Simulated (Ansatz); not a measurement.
The start is a generated trial cell of Nb in the diamond structure type. Cell shape, volume and atoms are optimised at zero target pressure with PBE (plane waves to 420 eV, PAW, scalar-relativistic; Ansatz, a first-principles code). The first steps use a coarse 10×10×10 k-mesh.

The start:
```yaml
crystal:
  lattice:
    - [0.00000, 2.92373, 2.92373]
    - [2.92373, 0.00000, 2.92373]
    - [2.92373, 2.92373, 0.00000]
  atoms:
    - { symbol: Nb, position: [0.25000, 0.25000, 0.25000] }
    - { symbol: Nb, position: [0.00000, 0.00000, 0.00000] }
```

**Question.** How large is the pressure on the unrelaxed cell, and of which sign?

**Answer.** +2.3 GPa (positive: the cell is compressed).

**Question.** How much energy is released per atom?

**Answer.** 0.01 eV/atom.

**Question.** How does the volume per atom move from start to end?

**Answer.** +3.0 %, from 24.99 to 25.75 Å³/atom.

**Question.** How do the shortest distances between atoms change?

**Answer.** The closest pairs of elements (up to four, under 3.6 Å), start → end: Nb–Nb 2.53 → 2.56 Å.

**Question.** Is the relaxed structure metallic? Give its gap.

**Answer.** No gap (metallic).

**Question.** Give the final cell and atomic positions.

**Answer.** 
Space group Fd-3m, origin choice 1 (No. 227); a = b = c = 5.9056 Å, α = β = γ = 90.00°

| atom | site | symmetry | x | y | z |
|---|---|---|---|---|---|
| Nb | 8b | -43m | 0.5000 | 0.5000 | 0.5000 |
(The calculation used a cell of 2 atoms; values per cell refer to that cell.)

The space group stays Fd-3m (No. 227) (the run could not lower it); the end is diamond type, with 2 atoms in the primitive cell. Final values are on a 14×14×14 k-mesh of the relaxed cell. No spin polarisation in the result.

The run could not lose the symmetry of its start: the end is stationary, and may be a saddle point rather than a minimum.

All atoms sit on sites fixed by symmetry, so only the cell could relax.

The relaxed structure here is a generated cell of Nb: the first start was made by placing the elements on the sites of a structure type, and the end was not matched to a known phase here, so it may be hypothetical. Known forms of Nb include space group No. 229.
